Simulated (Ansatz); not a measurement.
The start is a generated cell, Cu placed in the hcp structure type. The cell and all atomic positions are relaxed at zero pressure with PBEsol (plane waves to 420 eV, PAW, scalar-relativistic; Ansatz, an electronic-structure program). The first steps use a coarse 14×14×8 k-mesh.

Starting cell:
```
CELL_PARAMETERS angstrom
      2.55757     0.00000     0.00000
     -1.27879     2.21492     0.00000
      0.00000     0.00000     4.15246
ATOMIC_POSITIONS crystal
  Cu 0.33333 0.66667 0.25000
  Cu 0.66667 0.33333 0.75000
```

Q: How much energy is released per atom?

A: 0.01 eV/atom.

Q: How does the volume per atom move from start to end?

A: -3.8 %, from 11.76 to 11.32 Å³/atom.

Q: How do the shortest distances between atoms change?

A: The closest pairs of elements (up to four, under 3.6 Å), start → end: Cu–Cu 2.55 → 2.51 Å.

Q: Is the relaxed structure metallic? Give its gap.

A: Zero (metallic).

Q: Give the final cell and atomic positions.

A: 
```cif
data_Cu2
_chemical_formula_sum 'Cu2'
_space_group_name_H-M_alt 'P63/mmc'
_space_group_IT_number 194
_space_group_name_Hall '-P 6c 2c'
_cell_length_a 2.51157
_cell_length_b 2.51157
_cell_length_c 4.14435
_cell_angle_alpha 90.000
_cell_angle_beta 90.000
_cell_angle_gamma 120.000
loop_
_atom_site_label
_atom_site_type_symbol
_atom_site_symmetry_multiplicity
_atom_site_Wyckoff_symbol
_atom_site_fract_x
_atom_site_fract_y
_atom_site_fract_z
_atom_site_occupancy
Cu1 Cu 2 c 0.33333 0.66667 0.25000 1
```

The space group stays P6₃/mmc (No. 194) (the run could not lower it); the end is hcp (Mg type), with 2 atoms in the primitive cell. Final values are on a 21×21×11 k-mesh of the relaxed cell. No spin polarisation in the result.

The run could not lose the symmetry of its start; a randomly shaken copy of 4 atoms returns to this structure.

All atoms sit on sites fixed by symmetry, so only the cell could relax.

The relaxed structure here is a generated cell of Cu: the first start was made by placing the elements on the sites of a structure type, and the end was not matched to a known phase here, so it may be hypothetical. Known forms of Cu include space group No. 225.
